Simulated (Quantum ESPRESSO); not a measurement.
Mo2Cu3TiAl2, input and log of a self-consistent run

Simulated, not a measurement. The program is pw.x of Quantum ESPRESSO 7.5 (plane-wave density functional theory). The cell is made up: eight metal atoms on a hexagonal close-packed lattice, with elements, volume, strain and displacements drawn at random and not relaxed, so it may be unstable or far from any real phase. PseudoDojo standard norm-conserving files set the functional (PBE unless stated); there is no spin polarisation or spin-orbit coupling, the Fermi-Dirac width of 0.25 eV means electrons at about 2900 K, and the masses in the input are unused placeholders. The copper pseudopotential is less sure than most, with forces differing by about three percent and pressure by about two GPa from a second method on plain copper. A spin test at this wide smearing found no moment, but such smearing suppresses magnetism that the real alloy may have.

Input:

```
&control calculation='scf', pseudo_dir='./dojo.nc.sr.pbe.v0_5.standard.upf', outdir='./o', disk_io='minimal', tprnfor=.true., tstress=.true. /
&system ibrav=0, nat=8, ntyp=4, nbnd=64, ecutwfc=92.02030273, nosym=.true., tot_charge=0,
 occupations='smearing', smearing='fd', degauss=0.0183746611
/
&electrons conv_thr=1.470e-08, electron_maxstep=70, mixing_beta=0.5 /
ATOMIC_SPECIES
Al 1.0 Al.upf
Cu 1.0 Cu.upf
Mo 1.0 Mo.upf
Ti 1.0 Ti.upf
CELL_PARAMETERS angstrom
2.7225 0.0264 0.0282
0.0457 4.6507 -0.0491
0.0926 -0.0929 9.0003
ATOMIC_POSITIONS angstrom
Mo 0.0506 -0.0516 0.0853
Cu 0.0493 -0.0972 4.5904
Ti 0.0113 1.3827 2.0729
Cu 0.0577 1.3553 6.693
Mo 1.3657 2.4441 0.1738
Cu 1.4359 2.3021 4.449
Al 1.4456 3.7268 2.1951
Al 1.4705 3.7285 6.7341
K_POINTS automatic
8 5 3 1 1 1
```

The log is shortened where brackets say so; the opening notice, blank lines, dates and the lines on written files are dropped, and the path of the files is cut. It prints rydbergs, bohrs and kilobars, and counts compression as positive stress. Its total energy is the free energy E - TS of the whole cell.

```
     Program PWSCF v.7.5
     Parallel version (MPI & OpenMP), running on       4 processor cores
     Number of MPI processes:                 4
     Threads/MPI process:                     1
     [start-up lines left out]
     bravais-lattice index     =            0
     lattice parameter (alat)  =       5.1453  a.u.
     unit-cell volume          =     768.7832 (a.u.)^3
     number of atoms/cell      =            8
     number of atomic types    =            4
     number of electrons       =       103.00
     number of Kohn-Sham states=           64
     kinetic-energy cutoff     =      92.0203  Ry
     charge density cutoff     =     368.0812  Ry
     scf convergence threshold =      1.5E-08
     mixing beta               =       0.5000
     number of iterations used =            8  plain     mixing
     Exchange-correlation= PBE
                           (   1   4   3   4   0   0   0)
     [axes and pseudopotential details left out]
   Cartesian axes
     site n.     atom                  positions (alat units)
         1        Mo     tau(   1) = (   0.0185840  -0.0189513   0.0313283  )
         2        Cu     tau(   2) = (   0.0181065  -0.0356989   1.6859276  )
         3        Ti     tau(   3) = (   0.0041502   0.5078277   0.7613191  )
         4        Cu     tau(   4) = (   0.0211916   0.4977644   2.4581548  )
         5        Mo     tau(   5) = (   0.5015840   0.8976507   0.0638320  )
         6        Cu     tau(   6) = (   0.5273666   0.8454980   1.6339953  )
         7        Al     tau(   7) = (   0.5309291   1.3687511   0.8061998  )
         8        Al     tau(   8) = (   0.5400742   1.3693755   2.4732497  )
     number of k points=    60  Fermi-Dirac smearing, width (Ry)=  0.0184
                       cart. coord. in units 2pi/alat
        k(    1) = (   0.0614173   0.0584740   0.0503917), wk =   0.0333333
        k(    2) = (   0.0635276   0.0563235  -0.1513324), wk =   0.0333333
     [further k points left out]
     Dense  grid:    91685 G-vectors     FFT dimensions: (  32,  54, 108)
     Estimated max dynamical RAM per process >     315.39 MB
     Estimated total dynamical RAM >       1.17 GB
     Initial potential from superposition of free atoms
     starting charge     102.9897, renormalised to     103.0000
     Starting wfcs are   68 randomized atomic wfcs
     total cpu time spent up to now is        3.6 secs
     per-process dynamical memory:   256.6 Mb
     Self-consistent Calculation
     iteration #  1     ecut=    92.02 Ry     beta= 0.50
     Davidson diagonalization with overlap
     ethr =  1.00E-02,  avg # of iterations =  4.4
     total cpu time spent up to now is       12.5 secs
     total energy              =   -1512.25479869 Ry
     estimated scf accuracy    <      49.01116084 Ry
     iteration #  2     ecut=    92.02 Ry     beta= 0.50
     Davidson diagonalization with overlap
     ethr =  1.00E-02,  avg # of iterations =  7.8
     total cpu time spent up to now is       26.4 secs
     total energy              =   -1501.43856878 Ry
     estimated scf accuracy    <     717.54989176 Ry
     iteration #  3     ecut=    92.02 Ry     beta= 0.50
     Davidson diagonalization with overlap
     ethr =  1.00E-02,  avg # of iterations =  8.0
     total cpu time spent up to now is       39.7 secs
     total energy              =   -1546.79113204 Ry
     estimated scf accuracy    <      26.26379559 Ry
     iteration #  4     ecut=    92.02 Ry     beta= 0.50
     Davidson diagonalization with overlap
     ethr =  1.00E-02,  avg # of iterations =  2.5
     total cpu time spent up to now is       46.5 secs
     total energy              =   -1547.12771769 Ry
     estimated scf accuracy    <      24.85794403 Ry
     iteration #  5     ecut=    92.02 Ry     beta= 0.50
     Davidson diagonalization with overlap
     ethr =  1.00E-02,  avg # of iterations =  1.6
     total cpu time spent up to now is       52.5 secs
     total energy              =   -1547.29030905 Ry
     estimated scf accuracy    <      10.17831978 Ry
     [iterations 6 to 15 left out]
     iteration # 16     ecut=    92.02 Ry     beta= 0.50
     Davidson diagonalization with overlap
     ethr =  1.36E-07,  avg # of iterations =  1.4
     total cpu time spent up to now is      126.4 secs
     total energy              =   -1546.68842869 Ry
     estimated scf accuracy    <       0.00002723 Ry
     iteration # 17     ecut=    92.02 Ry     beta= 0.50
     Davidson diagonalization with overlap
     ethr =  2.64E-08,  avg # of iterations =  2.0
     total cpu time spent up to now is      132.8 secs
     total energy              =   -1546.68843234 Ry
     estimated scf accuracy    <       0.00000456 Ry
     iteration # 18     ecut=    92.02 Ry     beta= 0.50
     Davidson diagonalization with overlap
     ethr =  4.43E-09,  avg # of iterations =  1.9
     total cpu time spent up to now is      138.9 secs
     total energy              =   -1546.68843254 Ry
     estimated scf accuracy    <       0.00000257 Ry
     iteration # 19     ecut=    92.02 Ry     beta= 0.50
     Davidson diagonalization with overlap
     ethr =  2.50E-09,  avg # of iterations =  1.0
     total cpu time spent up to now is      144.6 secs
     total energy              =   -1546.68843276 Ry
     estimated scf accuracy    <       0.00000040 Ry
     iteration # 20     ecut=    92.02 Ry     beta= 0.50
     Davidson diagonalization with overlap
     ethr =  3.88E-10,  avg # of iterations =  1.8
     total cpu time spent up to now is      150.8 secs
     End of self-consistent calculation
     [lines on levels left out]
!    total energy              =   -1546.68843279 Ry
     estimated scf accuracy    <       0.00000001 Ry
     smearing contrib. (-TS)   =      -0.08014879 Ry
     internal energy E=F+TS    =   -1546.60828400 Ry
     The total energy is F=E-TS. E is the sum of the following terms:
     one-electron contribution =    -988.59491029 Ry
     hartree contribution      =     545.88468054 Ry
     xc contribution           =    -203.40623155 Ry
     ewald contribution        =    -900.49182270 Ry
     convergence has been achieved in  20 iterations
     Forces acting on atoms (cartesian axes, Ry/au):
     atom    1 type  3   force =    -0.00772867    0.04868719   -0.05473980
     atom    2 type  2   force =     0.00014576    0.00112126   -0.01566490
     atom    3 type  4   force =     0.00458792    0.01415067    0.10984064
     atom    4 type  2   force =     0.00176934    0.01268553    0.00800074
     atom    5 type  3   force =     0.00236992   -0.10858565   -0.15721082
     atom    6 type  2   force =    -0.00171387   -0.01180380    0.00748776
     atom    7 type  1   force =    -0.00338193    0.04006714    0.12624633
     atom    8 type  1   force =     0.00395153    0.00367766   -0.02395995
     Total force =     0.270288     Total SCF correction =     0.000424
     Computing stress (Cartesian axis) and pressure
          total   stress  (Ry/bohr**3)                   (kbar)     P=      117.39
   0.00082079  -0.00005586  -0.00004149          120.74       -8.22       -6.10
  -0.00005586   0.00109141   0.00020495           -8.22      160.55       30.15
  -0.00004149   0.00020495   0.00048175           -6.10       30.15       70.87
     init_run     :      3.45s CPU      3.55s WALL (       1 calls)
     electrons    :    146.82s CPU    147.11s WALL (       1 calls)
     forces       :      1.15s CPU      1.16s WALL (       1 calls)
     stress       :      3.89s CPU      3.89s WALL (       1 calls)
     [timing details left out]
     PWSCF        :   2m35.41s CPU   2m35.82s WALL
     JOB DONE.
```

In other units: free energy -21043.768 eV for the cell, pressure 11.74 GPa, largest force component 4.042 eV/Å in size. The run took 158 s of wall time with four MPI processes on a shared machine (AMD EPYC, Zen 5, virtual cores), so the time is rough. A rerun of this cell at a higher cutoff and on a denser mesh moved values by no more than 0.002 eV in energy, 0.17 GPa in stress and 0.013 eV/Å in force, and a second program with other atomic files agreed on that cell to 2 % rms in force and 0.5 GPa in pressure.